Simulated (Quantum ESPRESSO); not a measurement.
## Hf6WTi (input and log of a self-consistent run)

Simulated, not a measurement. The program is pw.x of Quantum ESPRESSO 7.5 (plane-wave density functional theory). The cell is made up: eight metal atoms on a hexagonal close-packed lattice, with elements, volume, strain and displacements drawn at random and not relaxed, so it may be unstable or far from any real phase. PseudoDojo standard norm-conserving files set the functional (PBE unless stated); there is no spin polarisation or spin-orbit coupling, the Fermi-Dirac width of 0.25 eV means electrons at about 2900 K, and the masses in the input are unused placeholders. Heavy elements are run without spin-orbit coupling, which real alloys of them have. A spin test at this wide smearing found no moment, but such smearing suppresses magnetism that the real alloy may have.

Input:

```
&control calculation='scf', pseudo_dir='./dojo.nc.sr.pbe.v0_5.standard.upf', outdir='./o', disk_io='minimal', tprnfor=.true., tstress=.true. /
&system ibrav=0, nat=8, ntyp=3, nbnd=67, ecutwfc=84.00895049, nosym=.true., tot_charge=0,
 occupations='smearing', smearing='fd', degauss=0.0183746611
/
&electrons conv_thr=1.470e-08, electron_maxstep=70, mixing_beta=0.5 /
ATOMIC_SPECIES
Hf 1.0 Hf.upf
Ti 1.0 Ti.upf
W 1.0 W.upf
CELL_PARAMETERS angstrom
-3.0715 -0.0537 0.0053
0.0931 5.4587 -0.0411
1.5068 -2.6238 -10.481
ATOMIC_POSITIONS angstrom
Hf 0.0888 -0.018 -0.0567
Hf 0.0991 1.8546 -2.7395
W -0.0108 0.0753 -5.2589
Ti 0.0549 1.8902 -7.7678
Hf -1.4749 2.6835 -0.1176
Hf -1.5476 4.556 -2.6342
Hf -1.4792 2.7518 -5.269
Hf -1.5005 -0.8677 -7.9164
K_POINTS automatic
8 5 2 1 1 1
```

The log is shortened where brackets say so; the opening notice, blank lines, dates and the lines on written files are dropped, and the path of the files is cut. It prints rydbergs, bohrs and kilobars, and counts compression as positive stress. Its total energy is the free energy E - TS of the whole cell.

```
     Program PWSCF v.7.5
     Parallel version (MPI & OpenMP), running on       4 processor cores
     Number of MPI processes:                 4
     Threads/MPI process:                     1
     [start-up lines left out]
     bravais-lattice index     =            0
     lattice parameter (alat)  =       5.8052  a.u.
     unit-cell volume          =    1187.4766 (a.u.)^3
     number of atoms/cell      =            8
     number of atomic types    =            3
     number of electrons       =        98.00
     number of Kohn-Sham states=           67
     kinetic-energy cutoff     =      84.0090  Ry
     charge density cutoff     =     336.0358  Ry
     scf convergence threshold =      1.5E-08
     mixing beta               =       0.5000
     number of iterations used =            8  plain     mixing
     Exchange-correlation= PBE
                           (   1   4   3   4   0   0   0)
     [axes and pseudopotential details left out]
   Cartesian axes
     site n.     atom                  positions (alat units)
         1        Hf     tau(   1) = (   0.0289065  -0.0058594  -0.0184572  )
         2        Hf     tau(   2) = (   0.0322594   0.6037161  -0.8917719  )
         3        W      tau(   3) = (  -0.0035157   0.0245119  -1.7118960  )
         4        Ti     tau(   4) = (   0.0178712   0.6153047  -2.5286022  )
         5        Hf     tau(   5) = (  -0.4801147   0.8735426  -0.0382816  )
         6        Hf     tau(   6) = (  -0.5037803   1.4830855  -0.8574942  )
         7        Hf     tau(   7) = (  -0.4815145   0.8957758  -1.7151838  )
         8        Hf     tau(   8) = (  -0.4884482  -0.2824568  -2.5769750  )
     number of k points=    40  Fermi-Dirac smearing, width (Ry)=  0.0184
                       cart. coord. in units 2pi/alat
        k(    1) = (  -0.0636665   0.0566351  -0.0966058), wk =   0.0500000
        k(    2) = (  -0.0634332   0.0577328   0.0497026), wk =   0.0500000
     [further k points left out]
     Dense  grid:   123359 G-vectors     FFT dimensions: (  36,  64, 125)
     Estimated max dynamical RAM per process >     384.07 MB
     Estimated total dynamical RAM >       1.41 GB
     Initial potential from superposition of free atoms
     starting charge      97.9868, renormalised to      98.0000
     Starting wfcs are   80 randomized atomic wfcs
     total cpu time spent up to now is        6.0 secs
     per-process dynamical memory:   297.6 Mb
     Self-consistent Calculation
     iteration #  1     ecut=    84.01 Ry     beta= 0.50
     Davidson diagonalization with overlap
     ethr =  1.00E-02,  avg # of iterations =  2.6
     Threshold (ethr) on eigenvalues was too large:
     Diagonalizing with lowered threshold
     Davidson diagonalization with overlap
     ethr =  2.07E-04,  avg # of iterations =  4.7
     total cpu time spent up to now is       34.1 secs
     total energy              =    -947.26123290 Ry
     estimated scf accuracy    <       0.25849388 Ry
     iteration #  2     ecut=    84.01 Ry     beta= 0.50
     Davidson diagonalization with overlap
     ethr =  2.64E-04,  avg # of iterations =  6.9
     total cpu time spent up to now is       50.2 secs
     total energy              =    -946.86335103 Ry
     estimated scf accuracy    <       9.24023087 Ry
     iteration #  3     ecut=    84.01 Ry     beta= 0.50
     Davidson diagonalization with overlap
     ethr =  2.64E-04,  avg # of iterations =  6.7
     total cpu time spent up to now is       65.8 secs
     total energy              =    -947.23510404 Ry
     estimated scf accuracy    <       1.27598702 Ry
     iteration #  4     ecut=    84.01 Ry     beta= 0.50
     Davidson diagonalization with overlap
     ethr =  2.64E-04,  avg # of iterations =  3.0
     total cpu time spent up to now is       78.5 secs
     total energy              =    -947.22815944 Ry
     estimated scf accuracy    <       1.41577558 Ry
     iteration #  5     ecut=    84.01 Ry     beta= 0.50
     Davidson diagonalization with overlap
     ethr =  2.64E-04,  avg # of iterations =  2.5
     total cpu time spent up to now is       91.0 secs
     total energy              =    -947.23064364 Ry
     estimated scf accuracy    <       2.78094464 Ry
     [iterations 6 to 14 left out]
     iteration # 15     ecut=    84.01 Ry     beta= 0.50
     Davidson diagonalization with overlap
     ethr =  4.94E-10,  avg # of iterations =  2.0
     total cpu time spent up to now is      222.1 secs
     total energy              =    -947.32741858 Ry
     estimated scf accuracy    <       0.00000201 Ry
     iteration # 16     ecut=    84.01 Ry     beta= 0.50
     Davidson diagonalization with overlap
     ethr =  4.94E-10,  avg # of iterations =  1.9
     total cpu time spent up to now is      233.1 secs
     total energy              =    -947.32741866 Ry
     estimated scf accuracy    <       0.00000095 Ry
     iteration # 17     ecut=    84.01 Ry     beta= 0.50
     Davidson diagonalization with overlap
     ethr =  4.94E-10,  avg # of iterations =  1.0
     total cpu time spent up to now is      243.6 secs
     total energy              =    -947.32741869 Ry
     estimated scf accuracy    <       0.00000021 Ry
     iteration # 18     ecut=    84.01 Ry     beta= 0.50
     Davidson diagonalization with overlap
     ethr =  2.09E-10,  avg # of iterations =  1.0
     total cpu time spent up to now is      254.0 secs
     total energy              =    -947.32741870 Ry
     estimated scf accuracy    <       0.00000010 Ry
     iteration # 19     ecut=    84.01 Ry     beta= 0.50
     Davidson diagonalization with overlap
     ethr =  1.03E-10,  avg # of iterations =  1.0
     total cpu time spent up to now is      264.3 secs
     End of self-consistent calculation
     [lines on levels left out]
!    total energy              =    -947.32741870 Ry
     estimated scf accuracy    <          4.4E-09 Ry
     smearing contrib. (-TS)   =      -0.16411762 Ry
     internal energy E=F+TS    =    -947.16330108 Ry
     The total energy is F=E-TS. E is the sum of the following terms:
     one-electron contribution =    -208.31565519 Ry
     hartree contribution      =     135.78943101 Ry
     xc contribution           =    -221.26957030 Ry
     ewald contribution        =    -653.36750660 Ry
     convergence has been achieved in  19 iterations
     Forces acting on atoms (cartesian axes, Ry/au):
     atom    1 type  1   force =    -0.02278989    0.00797188    0.02479925
     atom    2 type  1   force =    -0.01147730   -0.01713518    0.00298657
     atom    3 type  3   force =    -0.00637347    0.01513709   -0.00524094
     atom    4 type  2   force =     0.00743631   -0.01580469   -0.01146559
     atom    5 type  1   force =     0.00846275    0.00127018    0.01480666
     atom    6 type  1   force =     0.02428557   -0.00058814   -0.03216678
     atom    7 type  1   force =     0.00026404   -0.00107001   -0.02088781
     atom    8 type  1   force =     0.00019199    0.01021887    0.02716864
     Total force =     0.074588     Total SCF correction =     0.000151
     Computing stress (Cartesian axis) and pressure
          total   stress  (Ry/bohr**3)                   (kbar)     P=      -41.10
  -0.00009102  -0.00009579  -0.00004497          -13.39      -14.09       -6.62
  -0.00009579  -0.00031667   0.00001012          -14.09      -46.58        1.49
  -0.00004497   0.00001012  -0.00043055           -6.62        1.49      -63.34
     init_run     :      5.37s CPU      5.62s WALL (       1 calls)
     electrons    :    257.15s CPU    258.30s WALL (       1 calls)
     forces       :      2.40s CPU      2.42s WALL (       1 calls)
     stress       :      8.28s CPU      8.49s WALL (       1 calls)
     [timing details left out]
     PWSCF        :   4m33.59s CPU   4m35.26s WALL
     JOB DONE.
```

In other units: free energy -12889.046 eV for the cell, pressure -4.11 GPa, largest force component 0.827 eV/Å in size. The run took 277 s of wall time with four MPI processes on a shared machine (Intel Xeon, 2023 or later, virtual cores), so the time is rough. A rerun of this cell at a higher cutoff and on a denser mesh moved values by no more than 0.002 eV in energy, 0.05 GPa in stress and 0.003 eV/Å in force, and a second program with other atomic files agreed on that cell to 2 % rms in force and 0.5 GPa in pressure.